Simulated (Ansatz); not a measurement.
A distorted cell of Sr (fcc, Cu type):

```
CELL_PARAMETERS angstrom
      0.00000     6.02892     6.02892
      3.01446     3.01446     6.02892
      3.01446     3.01446     0.00000
ATOMIC_POSITIONS crystal
  Sr 0.01548 0.98452 0.01548
  Sr 0.48452 0.01548 0.98452
```

Computed with PBE (plane waves to 420 eV, PAW, scalar-relativistic; Ansatz, a program for electronic structure). k mesh 13×13×13 (Γ-centred), Fermi-Dirac smearing 0.05 eV. Compression counts positive. With partly filled bands, energies and forces of such displacements shift with the k mesh and the smearing. Sr was relaxed with its symmetry unable to fall.

**Question.** Predict the force on every atom, in eV/Å.

**Answer.** 
```
atom     Fx      Fy     Fz
----  -----  ------  -----
Sr1   0.000  -0.181  0.000
Sr2   0.000   0.181  0.000
```

(A displaced cell: forces are minus the slopes of the energy, force constants its curvatures, and phonons follow from these.)
